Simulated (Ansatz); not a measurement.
Values for one crystal, relaxed and computed with the program Ansatz at the LDA level (PAW); other levels are named.

- Volume per atom: 22.65 Å³
- Band gap: 1.25 eV (indirect)
- Mechanical stability: marginal (the smallest eigenvalue of C is near zero)
- Conduction-band minimum: at T
- Valence-band maximum: off the standard path, at k = (0.286, -0.422, 0.464)
- Formation energy from the elements (no fitted shifts): -0.33 eV/atom
- Pressure derivative B′: 12.1

### Question
Which of these materials gives this?
A. Li2S, anti-fluorite
B. LiHS, Ama2 (Li on 4a, S on 4b, H on 4b)
C. SnPS3, R-3 (Sn on 6c, P on 6c, S on 18f)
D. WS2, R3m (W on 3a, S on 3a, S on 3a)

### Answer
C, SnPS3, R-3 (Sn on 6c, P on 6c, S on 18f)

The workflow started from a Materials Project entry (that database holds measured and hypothetical structures alike); the Crystallography Open Database copy checked does not list it. COD files the formula under space group No. 7, 14, so this cell is another polymorph or a model. Whether it is the stable phase at ambient conditions was not checked. Symmetry was held in the LDA relaxation; its stability against distortions is not shown here. A crystal of weakly bound layers computed without a dispersion correction: the cell and the soft elastic constants depend strongly on that. The references are the lowest solids computed at this level, not always the standard phases. Scalar-relativistic: spin–orbit coupling is off unless named, which matters more the heavier the elements.

Potentials: the later of the program's two PAW sets.
